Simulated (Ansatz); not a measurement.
LiCl (zinc blende, F-43m), r²SCAN in the plane-wave PAW code Ansatz. The conduction-band minimum lies at Γ, with 1 equivalent valley. Second derivatives d²E/dk² of the lowest band at one valley (eV·Å²), along Cartesian directions:

```json
[
 {"direction": "[100]", "d²E/dk²": "14.82"},
 {"direction": "[010]", "d²E/dk²": "14.82"},
 {"direction": "[001]", "d²E/dk²": "14.82"},
 {"direction": "[110]", "d²E/dk²": "14.82"},
 {"direction": "[101]", "d²E/dk²": "14.82"},
 {"direction": "[011]", "d²E/dk²": "14.82"}
]
```

Q: Find the principal effective masses, the density-of-states mass and the conductivity mass.

A: Off-diagonal terms follow from H_xy = H[110] − (H_xx + H_yy)/2, and m*/mₑ = 7.620 eV·Å² over each eigenvalue: 0.51, 0.51, 0.51. One valley's DOS mass (m₁m₂m₃)^(1/3) = 0.51, conductivity mass 3/(Σ 1/mᵢ) = 0.51 mₑ.

Q: What effective density of states Nc follows at 300 K for parabolic valleys?

A: Nc = 2.509e19 × 1 × (0.51)^(3/2) ≈ 9.1e18 cm⁻³.

The start of the workflow was typed in or built on a structure type; neither database checked (COD, Materials Project) lists it. It is not the phase usual at ambient conditions (space group No. 225). Symmetry was held in the r²SCAN relaxation; whether a distortion lowers the energy is not shown.

Potentials: the later of the program's two PAW sets.

Edges and masses are those of Kohn–Sham bands, whose gap is no quasiparticle gap.
